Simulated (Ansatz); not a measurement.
CdS (zinc blende)

```
CdS
1.0
    0.00000     5.87780     5.87780
    2.93890     0.00000     2.93890
    2.93890     2.93890     0.00000
S Cd
2 2
Cartesian
  4.40835   4.40835   4.40835
  4.40835   7.34725   7.34725
  0.00000   0.00000   0.00000
  2.93890   5.87780   2.93890
```

A phonon eigenvector at L = (0.5, 0.0, 0.0) is frozen into this cell: atom i moves by Q times the vector below, so Q is the largest atomic displacement, in Å. The cell is held. (q is in reciprocal vectors of the primitive cell; the cell shown is doubled to hold the pattern.)

```json
[
 {"atom": "S1", "x": "0.577", "y": "-0.577", "z": "-0.577"},
 {"atom": "S2", "x": "-0.577", "y": "0.577", "z": "0.577"},
 {"atom": "Cd3", "x": "-0.051", "y": "0.051", "z": "0.051"},
 {"atom": "Cd4", "x": "0.051", "y": "-0.051", "z": "-0.051"}
]
```

Calculation: r2SCAN (plane waves to 500 eV, PAW, scalar-relativistic; Ansatz, a program for electronic structure). k mesh 5×10×10 (Γ-centred), Fermi-Dirac smearing 0.05 eV. E stands for the smeared free energy. CdS was relaxed with its symmetry unable to fall. The zero of ΔE is the undisplaced structure.

```json
[
 {"Q (Å)": "-0.100", "ΔE (meV/cell)": "107.0"},
 {"Q (Å)": "-0.067", "ΔE (meV/cell)": "47.4"},
 {"Q (Å)": "-0.033", "ΔE (meV/cell)": "11.8"},
 {"Q (Å)": "0.000", "ΔE (meV/cell)": "0.0"},
 {"Q (Å)": "0.033", "ΔE (meV/cell)": "11.8"},
 {"Q (Å)": "0.067", "ΔE (meV/cell)": "47.4"},
 {"Q (Å)": "0.100", "ΔE (meV/cell)": "107.0"}
]
```

Task: Which DFPT wavenumber at L = (0.5, 0.0, 0.0) belongs to this mode?
(A) 296 cm⁻¹
(B) 247 cm⁻¹
(C) 41 cm⁻¹
(D) 136 cm⁻¹

Result: A, 296 cm⁻¹. The curvature of the scan gives 296 cm⁻¹

(For displaced atoms, the force is minus the slope of the energy, and its curvature is a force constant, which sets phonon frequencies.)
